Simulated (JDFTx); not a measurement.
Input for a modified build of JDFTx: Rb (SMILES [Rb+]), charge +1, multiplicity 1, linear PCM without cavity terms (LA12), water, 0.5 M NaF; lengths in bohr, energies in hartree. JDFTx counts charge in electrons: elec-initial-charge is the number of excess electrons. The run starts from orbitals saved by an earlier run of the same system.

```
lattice \
  14.1729459347 0.0000000000 0.0000000000 \
  0.0000000000 14.1729459347 0.0000000000 \
  0.0000000000 0.0000000000 14.1729459347
coords-type Cartesian
ion Rb 0.0000000000 0.0000000000 0.0000000000 0
ion-species pseudo/rb_pbe_v1.upf
elec-cutoff 20 100
elec-ex-corr gga-PBE
symmetries none
elec-n-bands 4
elec-initial-charge -1
electronic-minimize nIterations 150 energyDiffThreshold 1e-7
fluid LinearPCM
pcm-variant LA12
fluid-solvent H2O
fluid-cation Na+ 0.5
fluid-anion F- 0.5
fluid-minimize nIterations 400 knormThreshold 1e-11
wavefunction read s0.wfns 7
dump-name s2.$VAR
dump End State Ecomponents EigStats BandEigs Forces ElecDensity IonicPositions FluidDebug
```

The log closes as follows.

```
[...]
ElecMinimize: Iter:   5  Etot: -24.180585863509297  |grad|_K:  1.112e-06  alpha:  6.624e-01  linmin: -6.983e-03
ElecMinimize: Iter:   6  Etot: -24.180585903590963  |grad|_K:  4.407e-07  alpha:  6.648e-01  linmin: -8.854e-06
ElecMinimize: Iter:   7  Etot: -24.180585910525227  |grad|_K:  2.120e-07  alpha:  7.665e-01  linmin:  8.128e-03
ElecMinimize: Converged (|Delta Etot|<1.000000e-07 for 2 iters).

# Ionic positions in cartesian coordinates:
ion Rb   0.000000000000000   0.000000000000000   0.000000000000000 0

# Forces in Cartesian coordinates:
force Rb  -0.000000003056127  -0.000000057243176  -0.000000072566574 0

# Energy components:
   A_diel =       -0.0428330400850001
   Eewald =       -8.1077391001419663
       EH =       11.2010611856913105
     Eloc =      -33.8537462909596201
      Enl =        2.3269665133348090
      Exc =       -6.3637309435557361
 Exc_core =        2.3690545391604725
       KE =        8.2872446074227586
  MuShift =        0.0031366186077455
-------------------------------------
     Etot =      -24.1805859105252274


	eMin: -1.068111 at state 0 ( [ +0.000000 +0.000000 +0.000000 ] spin 0 )
	HOMO: -0.479771 at state 0 ( [ +0.000000 +0.000000 +0.000000 ] spin 0 )
```

The run took 8 electronic cycles (a count that differs between repeats, as do the digits past 10⁻⁶ Ha); the highest occupied level lies at -13.06 eV from the bulk liquid; the total lies -4.29 eV from the vacuum run at this geometry. The continuum can't coordinate to the solute or react with it.
